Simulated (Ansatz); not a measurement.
Does relaxation matter for the field gradients of SiO2 with Ti replacing Si?

Start: a supercell of SiO2 (quartz type, P3_121) built from a Materials Project structure (computed, not necessarily an observed phase), with all atoms left at the host's positions.

Space group C2 (No. 5); a = 10.8626, b = 9.8299, c = 10.0980 Å, β = 122.54°.

| site | Wyckoff | site symmetry | x | y | z |
| --- | --- | --- | --- | --- | --- |
| Ti | 2a | 2 | 0.0000 | 0.2655 | 0.0000 |
| Si2 | 2a | 2 | 0.5000 | 0.2655 | 0.0000 |
| Si3 | 4c | 1 | 0.2500 | 0.0155 | 0.5000 |
| Si5 | 4c | 1 | 0.5494 | 0.1172 | 0.7655 |
| Si6 | 4c | 1 | 0.0494 | 0.1172 | 0.7655 |
| Si7 | 4c | 1 | 0.2994 | 0.3672 | 0.2655 |
| Si8 | 4c | 1 | 0.7994 | 0.3672 | 0.2655 |
| O13 | 4c | 1 | 0.5715 | 0.1707 | 0.9279 |
| O14 | 4c | 1 | 0.0715 | 0.1707 | 0.9279 |
| O15 | 4c | 1 | 0.3215 | 0.4207 | 0.4279 |
| O16 | 4c | 1 | 0.8215 | 0.4207 | 0.4279 |
| O17 | 4c | 1 | 0.8736 | 0.3606 | 0.8654 |
| O18 | 4c | 1 | 0.3736 | 0.3606 | 0.8654 |
| O19 | 4c | 1 | 0.1236 | 0.1106 | 0.3654 |
| O20 | 4c | 1 | 0.6236 | 0.1106 | 0.3654 |
| O21 | 4c | 1 | 0.6276 | 0.2187 | 0.7067 |
| O22 | 4c | 1 | 0.1276 | 0.2187 | 0.7067 |
| O23 | 4c | 1 | 0.3776 | 0.4687 | 0.2067 |
| O24 | 4c | 1 | 0.8776 | 0.4687 | 0.2067 |

One atom of each set is listed; the run and its k-mesh use a cell of 36 atoms with edges of 10.10, 10.10, 7.33 Å.

Level of theory: DFT, PBE, plane waves and PAW, scalar-relativistic, 420 eV cutoff, Γ-centred 4×4×4 k-points, Fermi–Dirac smearing 0.01 eV (Ansatz 0.2.0).

The largest force at the start is 8.9 eV/Å. Relaxing the ions at fixed cell moves them by 0.247 Å at most (atom 17, O) and 0.122 Å rms.

| site | moved (Å) | first shell before | first shell after | V_zz before (10²¹ V/m²) | η before |
| --- | --- | --- | --- | --- | --- |
| Ti | 0.079 | 4 O at 1.61–1.62 Å | 4 O at 1.80 Å | -0.80 | 0.16 |
| Si3 | 0.053 | 4 O at 1.61–1.62 Å | 4 O at 1.62–1.63 Å | 0.82 | 0.48 |
| Si6 | 0.053 | 4 O at 1.61–1.62 Å | 4 O at 1.62–1.63 Å | -0.73 | 0.66 |
| Si7 | 0.174 | 4 O at 1.61–1.62 Å | 4 O at 1.62–1.63 Å | 0.88 | 0.63 |
| Si8 | 0.017 | 4 O at 1.61–1.62 Å | 4 O at 1.62–1.63 Å | 0.82 | 0.55 |
| O14 | 0.184 | 1 Si at 1.61 Å, 1 Ti at 1.62 Å, angle 143° | 1 Si at 1.62 Å, 1 Ti at 1.80 Å, angle 134° | 4.93 | 0.02 |
| O15 | 0.209 | 2 Si at 1.61–1.62 Å, angle 143° | 2 Si at 1.63 Å, angle 136° | 9.22 | 0.18 |
| O17 | 0.247 | 1 Ti at 1.61 Å, 1 Si at 1.62 Å, angle 143° | 1 Si at 1.63 Å, 1 Ti at 1.80 Å, angle 137° | 4.88 | 0.06 |
| O19 | 0.126 | 2 Si at 1.61–1.62 Å, angle 143° | 2 Si at 1.63 Å, angle 134° | 9.25 | 0.19 |
| O21 | 0.103 | 2 Si at 1.61–1.62 Å, angle 143° | 2 Si at 1.63–1.64 Å, angle 141° | 9.21 | 0.19 |
| O23 | 0.191 | 2 Si at 1.61–1.62 Å, angle 143° | 2 Si at 1.62 Å, angle 140° | 9.11 | 0.21 |

Task: How do the gradients change?

Result: 

```json
{"site": "Ti", "V_zz after": "-1.19", "η after": "0.51", "change of V_zz": "–"}
{"site": "Si3", "V_zz after": "-0.56", "η after": "0.51", "change of V_zz": "–"}
{"site": "Si6", "V_zz after": "-0.77", "η after": "0.15", "change of V_zz": "-0.04"}
{"site": "Si7", "V_zz after": "-0.93", "η after": "0.57", "change of V_zz": "–"}
{"site": "Si8", "V_zz after": "0.56", "η after": "0.67", "change of V_zz": "-0.26"}
{"site": "O14", "V_zz after": "5.09", "η after": "0.27", "change of V_zz": "+0.16"}
{"site": "O15", "V_zz after": "9.16", "η after": "0.29", "change of V_zz": "-0.06"}
{"site": "O17", "V_zz after": "5.17", "η after": "0.16", "change of V_zz": "+0.29"}
{"site": "O19", "V_zz after": "8.86", "η after": "0.29", "change of V_zz": "-0.39"}
{"site": "O21", "V_zz after": "9.62", "η after": "0.21", "change of V_zz": "+0.41"}
{"site": "O23", "V_zz after": "8.86", "η after": "0.34", "change of V_zz": "-0.25"}
```

The largest change of V_zz along a kept axis is on O21, from 9.21 to 9.62. The whole tensor moves most on Ti, by 1.34 along its most changed direction. In per cent, |V_zz| changes by -31 to +6 on Si, -4 to +6 on O (all sites that start above 0.5, bar those whose gradient vanishes or changes sign or whose main axis turns by over 40°). Where |V_zz| stays above 0.1 and the axes keep their order, η moves most on Si6, from 0.66 to 0.15. On Si7, Si3, Ti the largest principal value lies along another axis in the second run, so the two V_zz can't be compared directly. The table leaves out 8 of the 19 sites, with |V_zz| up to 9.56; their tensors move by 0.73 at most along any direction. The statements above cover all sites. The host's own positions weren't relaxed first, so part of the change far from the defect can be the host's relaxation.

The defect repeats with the cell of 36 atoms, so it feels its images: sites between two images don't show the values beside a lone defect, and zeros or small values of η there can come from the images' arrangement. O and Si carry a gradient in the pure host already, so the values there aren't the defect's effect alone.
Before: The cell keeps the host's lattice, where the PBE pressure is 13 GPa. The neighbours have not yet relaxed around the defect (largest force 8.9 eV/Å), so the values at and beside it are those of a strained start, not of the defect in a real crystal.
After: The relaxation keeps the site symmetry 2 of the start, so the impurity can move only along its axis; a start off the site could end lower.
